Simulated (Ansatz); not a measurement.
TiGaPd in space group P6_3/mmc (No. 194; Ti on 2a, Ga on 2d, Pd on 2c), r²SCAN in the plane-wave PAW code Ansatz, all energies at zero smearing, with the estimated change up to a 700 eV cutoff added, with one set of potentials and settings (totals compare only within such a set). Cell of 6 atoms (2 Ti, 2 Ga, 2 Pd): -26564.884 eV.

```
element              reference phase  E (eV/atom)
-------  ---------------------------  -----------
Ti       P6/mmm, 3 atoms in the cell   -2504.3941
Ga         Cmce, 4 atoms in the cell   -3790.2722
Pd        Fm-3m, 1 atoms in the cell   -6985.7628
```

Formation energy per atom, worked out: (-26564.884 − 2×(-2504.3941) − 2×(-3790.2722) − 2×(-6985.7628))/6 = -0.671 eV/atom (-65 kJ per mol of atoms), at 0 K, without zero-point energy or fitted corrections.

The workflow started from a Materials Project entry (that database holds measured and hypothetical structures alike); the Crystallography Open Database copy checked does not list it. With Ga and Pd taken as one species the cell has the higher symmetry P6/mmm, so it may be an ordered model of a mixed-site phase. Whether it is the stable phase at ambient conditions was not checked. The r²SCAN relaxation kept the symmetry of its start; its stability against distortions is not shown here. No spin polarisation was allowed. The references are the lowest solids computed at this level, not always the standard phases. Scalar-relativistic: spin–orbit coupling is off unless named, which matters more the heavier the elements.

Potentials: the earlier of the program's two PAW sets.
